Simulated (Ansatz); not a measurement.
How the vibrations of SiSnGe2 change with volume

Computed with Ansatz, DFT PBEsol, scalar-relativistic, plane waves, PAW. Plane waves to 420 eV; Γ-centred k mesh 10×10×8; Fermi-Dirac smearing of 0.15 eV. No spin polarisation. Phonons by linear response, acoustic sum rule imposed.

Relaxed structure:
```
CELL_PARAMETERS angstrom
4.10512 0.00000 0.00000
0.00000 4.10512 0.00000
0.00000 0.00000 5.85378
ATOMIC_POSITIONS crystal
Si 0.00000 0.00000 0.00000
Sn 0.50000 0.50000 0.50000
Ge 0.50000 0.00000 0.77470
Ge 0.00000 0.50000 0.22530
```

The cell was built by swapping an element in a database structure (itself possibly hypothetical) and relaxing; it need not be the stable form of this composition. In a metal, frequencies depend on the k mesh and the smearing, soft modes most.

Cells at 0.98 and 1.02 times the equilibrium volume were relaxed in shape and atoms; γ = −d ln ν / d ln V, modes matched by rank.

(1) Give the optical frequencies at Γ (cm⁻¹) at the three volumes and the mode Grüneisen parameters.

(2) What pressures hold the two strained cells, and what bulk modulus follows?

Results:

(1)
```csv
0.98 V,V,1.02 V,γ,degeneracy
64,67,69,-2.22,2
218,213,209,1.09,1
220,215,210,1.25,1
240,234,229,1.21,2
367,357,346,1.47,2
368,361,354,1.02,1
```

(2) 1.34 GPa at 0.98 V and -1.20 GPa at 1.02 V, so B = −dP/d ln V ≈ 63 GPa.